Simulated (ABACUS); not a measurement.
Set-up for a self-consistent single point of Mg₄Te₃Se (P1, 8 atoms in the cell; from Materials Project mp-1222094, changed as shown).

```xyz
8
Lattice="4.4874 0.0000 0.0000 0.0000 4.4874 0.0000 0.0000 0.0000 12.6380" Properties=species:S:1:pos:R:3 pbc="T T T"
Mg     2.2425    -0.0304     7.7149
Mg    -0.0026     2.3113     4.9638
Mg     2.2609    -0.0695     1.7322
Mg    -0.0579     2.2412    10.9632
Te     2.2672     2.2456     3.3228
Te     2.2523     2.1751     9.2710
Te    -0.0097     0.0683     0.0041
Se     0.0220     0.0331     6.2611
```

All values come from this method and carry its errors: ABACUS with LDA (PW92), numerical atomic orbitals DZP (confined pseudo-atomic orbitals with Gaussian additions; energy shift 0.01 Ry), PseudoDojo 0.4 standard norm-conserving LDA (tails mended) pseudopotentials.

ABACUS settings:

* **basis**: DZP numerical atomic orbitals, energy shift 0.01 Ry
* **KPT**: Gamma 6 6 2 0 0 0
* **basis_type**: lcao
* **dft_functional**: PWLDA
* **ecutwfc**: 100 Ry
* **smearing_method**: fixed
* **potentials**: PseudoDojo 0.4 standard norm-conserving LDA (tails mended)
* **symmetry**: 1
* **ks_solver**: scalapack_gvx
* **scf_nmax**: 100
* **scf_thr**: 1.0e-07
* **mixing_type**: pulay
* **mixing_beta**: 0.4

Q: Estimate, at this level of theory: gap on the k-point mesh, pressure and largest force (vector length).

A: The run gave:

| Property | Value |
|---|---|
| Gap on the k-point mesh | 2.12 eV |
| Pressure | -1.40 GPa |
| Largest force (vector length) | 0.563 eV/Å |

The gap is read on the k-point mesh of the run and can differ from the gap over the whole zone at this level.

For comparison: a first run was changed to give this one (atoms moved at random), and from it to this one the free energy rises by 10.6 meV/atom, the pressure goes from -1.51 to -1.40 GPa, the largest force goes from under 0.1 to 0.56 eV/Å and the gap on the mesh hardly changes (2.121 to 2.125 eV).

Spin-orbit coupling is left out, which matters for bands and gaps with elements this heavy. The atom-centred basis is finite, which shifts total energies, pressures, gaps and forces against plane waves. The structure comes from a collection of computed structures, made at another level of theory; the collection holds predicted forms beside known ones.

Cost on one core: about 30 core-seconds (a rough figure).

The atomic orbitals were generated for these runs; they are not ABACUS's published sets and were checked against plane waves on a few crystals only.

“Tails mended”: in these copies of the files the far tail of each local potential was reset to the Coulomb form.
